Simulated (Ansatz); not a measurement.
W₃N₄ (space group Pm-3m)

```
CELL_PARAMETERS angstrom
      4.17923     0.00000     0.00000
      0.00000     4.17923     0.00000
      0.00000     0.00000     4.17923
ATOMIC_POSITIONS crystal
  N  0.50000 0.50000 0.50000
  N  0.50000 0.00000 0.00000
  N  0.00000 0.50000 0.00000
  N  0.00000 0.00000 0.50000
  W  0.50000 0.50000 0.00000
  W  0.00000 0.50000 0.50000
  W  0.50000 0.00000 0.50000
```

The slice is a {100} plane (indices of the conventional cell) through the point (0.500, 0.000, 0.000) (fractional), spanned by u = [100] and v = [010] in vectors of this cell: u (4.18 Å) and v (4.18 Å, at 90° to u). It covers one period; positions are fractions (u, v).

Calculation: PBEsol (plane waves to 420 eV, PAW, scalar-relativistic; Ansatz, an electronic-structure program). k mesh 11×11×11. Inside the PAW spheres the values are not all-electron values, and peaks at nuclei hang on which shells count as valence. Spin-orbit coupling is left out, though W is heavy. W3N4 is run without spin polarisation. W3N4 was relaxed with its symmetry unable to fall.

Three fields on this plane, each scaled to ten steps between its own extremes (0 low, 9 high; the total valence density on a logarithmic scale, the potential cut 8 eV below its top; x marks points blanked near nuclei; v = 0 in the bottom row):

Map A
```
|xxxxxx7310000000137xxxxx|
|xxxxx962000000000269xxxx|
|xxxxx841000000000148xxxx|
|xxxx85310001110001358xxx|
|xx765321112343211123567x|
|333322223467876432222333|
|xx322223589xxx985322223x|
|xxxx32258xxxxxxx85223xxx|
|xxxxx236xxxxxxxxx632xxxx|
|xxxxx337xxxxxxxxx733xxxx|
|xxxxxx3xxxxxxxxxxx3xxxxx|
|xxxxxx3xxxxxxxxxxx3xxxxx|
|xxxxxx3xxxxxxxxxxx3xxxxx|
|xxxxx337xxxxxxxxx733xxxx|
|xxxxx236xxxxxxxxx632xxxx|
|xxxx32258xxxxxxx85223xxx|
|xx322223589xxx985322223x|
|333322223467876432222333|
|xx765321112343211123567x|
|xxxx85310001110001358xxx|
|xxxxx841000000000148xxxx|
|xxxxx962000000000269xxxx|
|xxxxxx7310000000137xxxxx|
|xxxxxx8410000000148xxxxx|
```

Map B
```
|xxxxxx6431000001346xxxxx|
|xxxxx764321000123467xxxx|
|xxxxx754322111223457xxxx|
|xxxx86543333333334568xxx|
|xx987654444444444456789x|
|998876555566666555567889|
|xx998766677xxx776667899x|
|xxxx98778xxxxxxx87789xxx|
|xxxxx988xxxxxxxxx889xxxx|
|xxxxx989xxxxxxxxx989xxxx|
|xxxxxx9xxxxxxxxxxx9xxxxx|
|xxxxxx9xxxxxxxxxxx9xxxxx|
|xxxxxx9xxxxxxxxxxx9xxxxx|
|xxxxx989xxxxxxxxx989xxxx|
|xxxxx988xxxxxxxxx889xxxx|
|xxxx98778xxxxxxx87789xxx|
|xx998766677xxx776667899x|
|998876555566666555567889|
|xx987654444444444456789x|
|xxxx86543333333334568xxx|
|xxxxx754322111223457xxxx|
|xxxxx764321000123467xxxx|
|xxxxxx6431000001346xxxxx|
|xxxxxx6431000001346xxxxx|
```

Map C
```
|xxxxxx7899999999987xxxxx|
|xxxxx578999999999875xxxx|
|xxxxx578999999999875xxxx|
|xxxx36788999999988763xxx|
|xx002467888888888764200x|
|000002467777777776420000|
|xx000024655xxx556420000x|
|xxxx00023xxxxxxx32000xxx|
|xxxxx000xxxxxxxxx000xxxx|
|xxxxx000xxxxxxxxx000xxxx|
|xxxxxx0xxxxxxxxxxx0xxxxx|
|xxxxxx0xxxxxxxxxxx0xxxxx|
|xxxxxx0xxxxxxxxxxx0xxxxx|
|xxxxx000xxxxxxxxx000xxxx|
|xxxxx000xxxxxxxxx000xxxx|
|xxxx00023xxxxxxx32000xxx|
|xx000024655xxx556420000x|
|000002467777777776420000|
|xx002467888888888764200x|
|xxxx36788999999988763xxx|
|xxxxx578999999999875xxxx|
|xxxxx578999999999875xxxx|
|xxxxxx7899999999987xxxxx|
|xxxxxx7899999999987xxxxx|
```

Task: Assign the maps to these fields: electron localisation function (ELF); valence electron density; electrostatic potential energy of an electron, from the cell's mean.

Result: A is the electron localisation function (ELF); B is the valence electron density; C is the electrostatic potential energy of an electron, from the cell's mean.
